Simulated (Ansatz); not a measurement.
Consider the following.

Cu3Sn:
```cif
data_Cu6Sn2
_chemical_formula_sum 'Cu6 Sn2'
_space_group_name_H-M_alt 'P63/mmc'
_space_group_IT_number 194
_space_group_name_Hall '-P 6c 2c'
_cell_length_a 5.48590
_cell_length_b 5.48590
_cell_length_c 4.24543
_cell_angle_alpha 90.000
_cell_angle_beta 90.000
_cell_angle_gamma 120.000
loop_
_atom_site_label
_atom_site_type_symbol
_atom_site_symmetry_multiplicity
_atom_site_Wyckoff_symbol
_atom_site_fract_x
_atom_site_fract_y
_atom_site_fract_z
_atom_site_occupancy
Cu1 Cu 6 h 0.31136 0.15568 0.25000 1
Sn1 Sn 2 c 0.33333 0.66667 0.25000 1
```

This is the PBEsol-relaxed structure.

Question: All from the program Ansatz at the PBEsol level (PAW), unless another level is named. Give the formation energy from the elements (no fitted shifts).

Answer: -0.015 eV/atom.

Question: What about the density of states at the Fermi level?

Answer: 0.26 states/eV per atom (mean over ±0.08 eV).

Question: Give the gap with spin–orbit coupling.

Answer: none (metallic).

Space group P6_3/mmc. The first step of the workflow began from a Materials Project structure, measured or hypothetical; the Crystallography Open Database copy checked does not list it. COD files the formula under space group No. 59, 63, so this cell is another polymorph or a model. Whether it is the stable phase at ambient conditions was not checked. The cell was relaxed with PBEsol under the symmetry of its start; of distortions, only those at the zone centre were tested. No spin polarisation was allowed. The references are the lowest solids computed at this level, not always the standard phases. Scalar-relativistic: spin–orbit coupling is off unless named, which matters more the heavier the elements.

Potentials: the later of the program's two PAW sets.
